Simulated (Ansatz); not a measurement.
# LiPb: clamped-ion strain scan

Computed with DFT r2SCAN, scalar-relativistic, plane waves, PAW in Ansatz 0.2.0. Settings: plane waves to 500 eV, k-mesh 14×14×14 (Γ-centred), Gaussian smearing 0.15 eV. Spin–orbit coupling is left out, which can shift energies with elements as heavy as these. No spin polarisation. Energies are free energies at this smearing, counted from the undisturbed cell; pressure is positive in compression.

Zero of the scan (as given, not relaxed at this level; it stands at 0.6 GPa, and it needn't be the usual structure):

```
CELL_PARAMETERS angstrom
3.52200 0.00000 0.00000
0.00000 3.52200 0.00000
0.00000 0.00000 3.52200
ATOMIC_POSITIONS crystal
Li 0.50000 0.50000 0.50000
Pb 0.00000 0.00000 0.00000
```

The cell is strained by ε times the Voigt pattern (1, 1, 0, 0, 0, 0) (xx, yy, zz, yz, xz, xy; engineering shear) with fractional coordinates fixed. The cell is metallic on the mesh throughout.

(ε, ΔE (meV/atom)): (-0.0200, 8.2), (-0.0150, 5.1), (-0.0100, 2.8), (-0.0050, 1.1), (0.0000, 0.0), (0.0050, -0.5), (0.0100, -0.5), (0.0150, 0.1), (0.0175, 0.6), (0.0200, 1.2)